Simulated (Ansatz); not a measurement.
Given:

SiMo3:
```
CELL_PARAMETERS angstrom
      0.00000     3.09929     3.09929
      3.09929     0.00000     3.09929
      3.09929     3.09929     0.00000
ATOMIC_POSITIONS crystal
  Si 0.00000 0.00000 0.00000
  Mo 0.50000 0.50000 0.50000
  Mo 0.25000 0.25000 0.25000
  Mo 0.75000 0.75000 0.75000
```

This is the PBE-relaxed structure.

### Question
All from PBE (plane waves, PAW; program Ansatz), unless another level is named. Predict the electronic character.

### Answer
metallic (no gap).

### Question
What about the formation energy from the elements (no fitted shifts)?

### Answer
-0.055 eV/atom.

### Question
Predict the density of states at the Fermi level.

### Answer
0.71 states/eV per atom (mean over ±0.08 eV).

### Question
Next, the gap with spin–orbit coupling?

### Answer
none (metallic).

Space group Fm-3m. A made-up cell: these elements were put on the sites of a structure type; neither database checked (COD, Materials Project) lists it. COD files the formula under space group No. 223, so this cell is another polymorph or a model. Its standing as an ambient phase is unchecked. The cell was relaxed with PBE under the symmetry of its start; its stability against distortions is not shown here. No spin polarisation was allowed. The references are the lowest solids computed at this level, not always the standard phases. Spin–orbit coupling is left out wherever it is not named.

Potentials: the earlier of the program's two PAW sets.
